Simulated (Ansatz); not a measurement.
## HfPd₂: computed property card

HfPd2:
```xyz
3
Lattice="-1.7028 1.7028 4.3550 1.7028 -1.7028 4.3550 1.7028 1.7028 -4.3550" Properties=species:S:1:pos:R:3 pbc="T T T"
Hf     0.0000     0.0000     0.0000
Pd     0.0000     0.0000     2.9497
Pd     0.0000     0.0000     5.7603
```

Space group I4/mmm (No. 139), MoSi2 or CaC2 type; conventional cell a = 3.4056 Å, b = 3.4056 Å, c = 8.7099 Å, α = 90.00°, β = 90.00°, γ = 90.00°.

Method: plane-wave PAW r²SCAN (Ansatz code). The cell and atoms are relaxed at this level. Other levels are named where they apply.

Cell and energy:

```
Property                                                       Value
-----------------------------------------------------  -------------
Volume per atom                                             16.84 Å³
Density                                                  12.87 g/cm³
Formation energy from the elements (no fitted shifts)  -823 meV/atom
```

Electronic structure:

```
Item                                                                        Result
------------------------------------  --------------------------------------------
Electronic character                                             metallic (no gap)
Density of states at the Fermi level  0.60 states/eV per atom (mean over ±0.08 eV)
```

The first step of the workflow began from a Materials Project structure, measured or hypothetical; the Crystallography Open Database copy checked does not list it. With Hf and Pd taken as one species the cell has the higher symmetry I4/mmm, so it may be an ordered model of a mixed-site phase. Whether it is the stable phase at ambient conditions was not checked. The r²SCAN relaxation kept the symmetry of its start; whether a distortion lowers the energy is not shown. The run is not spin-polarised. Axis ratios of metals converge slowly with the k-mesh, so a and c are less sure than the volume. The references are the lowest solids computed at this level, not always the standard phases. Spin–orbit coupling is left out wherever it is not named.

Potentials: the later of the program's two PAW sets.
